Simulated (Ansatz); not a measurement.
# How much do the gradients of KTaO3 depend on the method?

Cell: a COD entry, taken as it stands.

```xyz
5
Lattice="3.9883 0.0000 0.0000 0.0000 3.9883 0.0000 0.0000 0.0000 3.9883" Properties=species:S:1:pos:R:3 pbc="T T T"
K     1.9942    1.9942    1.9942
Ta    0.0000    0.0000    0.0000
O     1.9942    0.0000    0.0000
O     0.0000    1.9942    0.0000
O     0.0000    0.0000    1.9942
```

Sites (sets of like atoms) are named by element and the number of their first atom in this list.

First run. Level of theory: DFT, PBE, plane waves and PAW, scalar-relativistic, 420 eV cutoff, Γ-centred 5×5×5 k-points, Fermi–Dirac smearing 0.02 eV (Ansatz 0.2.0).

| site | atom | V_zz (10²¹ V/m²) | η |
| --- | --- | --- | --- |
| O | 3 | 2.21 | 0.00 |

Second run. The same atoms and settings, except that spin–orbit coupling is included (fully relativistic PAW files).

(1) What does the second run give?

Results:

(1) 

| site | atom | V_zz | η | change of V_zz |
| --- | --- | --- | --- | --- |
| O | 3 | 2.28 | 0.00 | +0.07 |

The largest change of V_zz is on O, from 2.21 to 2.28. In per cent, |V_zz| changes by +3 on O (all sites that start above 0.5). Sites without a gradient aren't listed.

At this cell the PBE pressure is 5 GPa, so with PBE the cell would grow if it were relaxed.
